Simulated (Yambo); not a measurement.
# Excitons in Ba2MgWO6

```xyz
10
Lattice="0.0000 4.1182 4.1182 4.1182 0.0000 4.1182 4.1182 4.1182 0.0000" Properties=species:S:1:pos:R:3 pbc="T T T"
O      4.1182     4.1182     6.2705
O      4.1182     4.1182     1.9659
O      6.2705     4.1182     4.1182
O      1.9659     4.1182     4.1182
O      4.1182     6.2705     4.1182
O      4.1182     1.9659     4.1182
Mg     4.1182     4.1182     4.1182
Ba     6.1773     6.1773     6.1773
Ba     2.0591     2.0591     2.0591
W      0.0000     0.0000     0.0000
```

The geometry is that of Materials Project entry mp-18986, symmetrised and not relaxed again.

BSE in Yambo on LDA (Quantum ESPRESSO, PseudoDojo norm-conserving, 84 Ry, scalar-relativistic) bands: 4×4×4 mesh, 15 valence and 9 conduction bands, static screening with 89 bands and a 3 Ry block, scissor 1.82 eV, Tamm-Dancoff; field along x.

```csv
state,energy (eV),states within 2 meV,relative strength,class,main transitions
1,3.62,1,< 0.01,dark,several band pairs
2,3.77,3,< 0.01,dark,several band pairs
3,3.86,3,< 0.01,dark,several band pairs
4,4.04,3,< 0.01,dark,several band pairs
5,4.12,2,< 0.01,weak,VB → CB (97 %)
6,4.14,2,< 0.01,dark,several band pairs
7,4.21,1,< 0.01,dark,VB → CB (92 %)
8,4.26,6,1.00,strong,several band pairs
```

These are vertical excitations (zero momentum). The direct quasiparticle gap on this mesh is 4.55 eV; counted from there, state 1 is bound by 0.93 eV. Convergence with the mesh was not shown.

Spin singlets only. Strengths are relative to the strongest of the lowest states of this run; strong means a line over 3 % of the spectrum's maximum, dark under 0.03 %. Absolute energies carry the error of the G0W0 scissor, whose convergence isn't established.

Spin-orbit coupling is left out, which matters for elements this heavy: edges can move by tenths of an eV.
